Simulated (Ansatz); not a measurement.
Given:

MoP (WC type, space group P-6m2)

Space group P-6m2 (No. 187); a = 3.2408 Å, b = 3.2408 Å, c = 3.1954 Å, α = 90.00°, β = 90.00°, γ = 120.00°

```
atom  site  symmetry       x       y       z
----  ----  --------  ------  ------  ------
Mo      1a      -6m2  0.0000  0.0000  0.0000
P       1f      -6m2  0.6667  0.3333  0.5000
```

This relaxed cell (volume V₀) is scaled evenly in all directions, its shape held. Symmetry pins the atoms to their sites.

All values below come from PBE (plane waves to 420 eV, PAW, scalar-relativistic; Ansatz, a first-principles code). k mesh 16×16×15 (Γ-centred), Fermi-Dirac smearing 0.05 eV. E stands for the smeared free energy. Stress and pressure are positive under compression. With the shape held, the modulus is that of even scaling; a crystal free to change shape is softer. MoP is run without spin polarisation. MoP was relaxed with its symmetry unable to fall. ΔE is measured from the relaxed starting cell.

The scan covers V/V₀ from 0.940 to 1.060 in 11 points.

Task: What pressure does the cell carry at V/V₀ = 0.940?

Result: 15.8 GPa.

Task: What is ΔE at V/V₀ = 1.060?

Result: 33 meV/atom.

Task: What is ΔE at V/V₀ = 0.940?

Result: 41 meV/atom.

(A scan under strain: stresses follow from slopes of the energy per volume, elastic moduli from its curvatures.)
